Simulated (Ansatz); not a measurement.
Values for one crystal, relaxed and computed with PBEsol in the plane-wave PAW code Ansatz; other levels are named.

```yaml
volume_per_atom: 9.87 Å³
electronic_character: metallic (no gap)
zone_centre_stability: no imaginary mode at Γ
Density of states at the Fermi level: 0.39 states/eV per atom (mean over ±0.08 eV)
Formation energy from the elements (no fitted shifts): 0.13 eV/atom
Bulk modulus (Birch–Murnaghan fit): 4370 kbar
Pressure derivative B′: 4.4
```

Problem. Which compound is it?
(A) SnMo2C, P6_3/mmc (Sn on 2d, Mo on 4f, C on 2a)
(B) ReC, P-6m2 (Re on 1a, C on 1f)
(C) Ta2C, P4/nmm (Ta on 2a, Ta on 2c, C on 2c)
(D) AlV2C, P6_3/mmc (Al on 2c, V on 4f, C on 2a)

Solution. B, ReC, P-6m2 (Re on 1a, C on 1f)

A made-up cell: these elements were put on the sites of a structure type; the Crystallography Open Database copy checked does not list it. Its standing as an ambient phase is unchecked. The PBEsol relaxation kept the symmetry of its start. No spin polarisation was allowed. The references are the lowest solids computed at this level, not always the standard phases. Scalar-relativistic: spin–orbit coupling is off unless named, which matters more the heavier the elements.

Potentials: the earlier of the program's two PAW sets. The files were generated under PBE; for other functionals the program regenerates the frozen cores, and for LDA and PBEsol the local potential too.
